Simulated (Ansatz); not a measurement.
Frames from the relaxation of a relaxed KTaO3 cell with every coordinate shifted by Gaussian noise of σ = 0.1 Å, as extended XYZ (Å, eV, eV/Å, GPa with compression positive). These are r2SCAN (plane waves to 500 eV, PAW, scalar-relativistic; Ansatz, a program for electronic structure) values and carry that method's errors. Γ-centred k-mesh 8×8×8 on the run's cell, Fermi–Dirac smearing 0.05 eV.

```xyz
5
Lattice="3.9901 0.0000 0.0000 0.0000 3.9901 0.0000 0.0000 0.0000 3.9901" Properties=species:S:1:pos:R:3:forces:R:3 pbc="T T T" step=1 free_energy=-13199.097 pressure=1.4 accepted=T
K      0.0254     0.1004     0.0027   -0.4380   -0.7613    0.1027
Ta     1.9211     1.8912     2.0410    0.3172    0.7011   -0.1365
O     -0.1176     1.9349     1.8540    0.9740    0.3743    1.1743
O      2.0379     1.9720     0.0712   -0.8339    0.1963   -1.2633
O      1.8750    -0.0003     2.0619   -0.0193   -0.5103    0.1229
5
Lattice="3.9993 -0.0003 0.0129 -0.0003 3.9992 -0.0050 0.0129 -0.0050 3.9952" Properties=species:S:1:pos:R:3:forces:R:3 pbc="T T T" step=2 free_energy=-13199.343 pressure=-0.4 accepted=T
K     -0.0845    -0.0528     0.0539    0.2565    0.0800   -0.2620
Ta     1.9975     1.9287     1.9910   -0.1741    0.1054    0.1690
O     -0.0271     1.9928     1.9531   -0.3308    0.0891    0.1528
O      1.9750     2.0128    -0.0056   -0.0250    0.0193    0.2096
O      1.9131     0.0220     2.0573    0.2734   -0.2939   -0.2694
5
Lattice="3.9930 -0.0031 -0.0005 -0.0031 4.0053 0.0023 -0.0005 0.0023 3.9893" Properties=species:S:1:pos:R:3:forces:R:3 pbc="T T T" step=3 free_energy=-13199.378 pressure=-0.2 accepted=T
K     -0.0469    -0.0465     0.0144    0.0325    0.0399   -0.0326
Ta     1.9679     1.9298     2.0013   -0.0394    0.0923    0.0254
O     -0.0565     2.0059     1.9771   -0.0366    0.0239    0.1222
O      1.9571     2.0145     0.0087   -0.0692   -0.0212    0.0107
O      1.9188     0.0158     2.0309    0.1126   -0.1349   -0.1256
```

The path has 12 moves and ends in Amm2 (No. 38) at a tolerance of 0.01 Å, Pm-3m (No. 221) at 0.1 Å, 0.06 eV/atom below its start. Free energies are of the whole cell and compare only within this code, potentials and settings.  No spin polarisation in the result.

The end of the path is a generated cell of KTaO3: the first start was made by placing the elements on the sites of a structure type, and the end was not matched to a known phase here, so it may be hypothetical. Known forms of KTaO3 include space group No. 221.
